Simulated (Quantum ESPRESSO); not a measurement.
# Band energies of AgBr

```xyz
2
Lattice="0.0000 2.8375 2.8375 2.8375 0.0000 2.8375 2.8375 2.8375 0.0000" Properties=species:S:1:pos:R:3 pbc="T T T"
Br     2.8375     2.8375     2.8375
Ag     0.0000     0.0000     0.0000
```

norm-conserving PBEsol (Quantum ESPRESSO, 82 Ry, no spin-orbit coupling); path ΓXWKΓLUWLK,UX; energies in eV from the valence-band maximum.

```
k (1/Å)  point  band 9  band 10  band 11  band 12  band 13  band 14  band 15  band 16
-------  -----  ------  -------  -------  -------  -------  -------  -------  -------
0.00         Γ   -2.97    -2.97    -2.07    -2.07    -2.07     0.50     9.82     9.82
0.55             -3.13    -2.89    -1.98    -1.98    -1.77     3.25     6.54     7.61
1.11         X   -3.05    -2.80    -2.52    -2.52    -2.39     1.40     6.85     9.05
1.66         W   -2.52    -2.50    -2.43    -2.43    -1.67     3.75     7.01     7.54
1.79             -2.63    -2.54    -2.39    -2.30    -1.60     3.51     6.88     7.76
2.05         K   -2.81    -2.57    -2.34    -2.15    -1.30     2.82     6.69     8.15
2.37             -2.69    -2.64    -2.13    -2.05    -0.21     4.62     5.35     7.29
2.91             -2.92    -2.87    -2.27    -1.94    -1.09     1.95     8.16     8.43
3.23         Γ   -2.97    -2.97    -2.07    -2.07    -2.07     0.50     9.82     9.82
3.55             -2.89    -2.89    -2.48    -1.32    -1.32     1.88     7.89     9.05
4.08             -2.64    -2.64    -2.29    -0.05    -0.05     3.46     6.66     6.66
4.19         L   -2.63    -2.63    -2.27     0.00     0.00     3.45     6.58     6.58
4.67             -2.73    -2.60    -2.33    -1.71    -0.81     3.57     6.02     7.88
4.86         U   -2.81    -2.57    -2.34    -2.15    -1.30     2.82     6.69     8.15
5.16             -2.59    -2.53    -2.40    -2.34    -1.63     3.61     6.93     7.62
5.25         W   -2.52    -2.50    -2.43    -2.43    -1.67     3.75     7.01     7.54
5.65             -2.69    -2.62    -2.33    -1.29    -0.67     4.44     5.04     7.72
6.04         L   -2.63    -2.63    -2.27     0.00     0.00     3.45     6.58     6.58
6.21             -2.65    -2.63    -2.29    -0.36    -0.13     3.87     5.57     6.82
6.63             -2.77    -2.59    -2.33    -2.04    -1.09     3.12     6.51     7.98
6.72         K   -2.81    -2.57    -2.34    -2.15    -1.30     2.82     6.69     8.15
6.72         U   -2.81    -2.57    -2.34    -2.15    -1.30     2.82     6.69     8.15
7.11         X   -3.05    -2.80    -2.52    -2.52    -2.39     1.40     6.85     9.05
```

The PBEsol gap is indirect, 0.50 eV, from L to Γ; the smallest direct gap is 2.57 eV.

Spin-orbit splittings are left out.

Geometry relaxed with PBEsol.
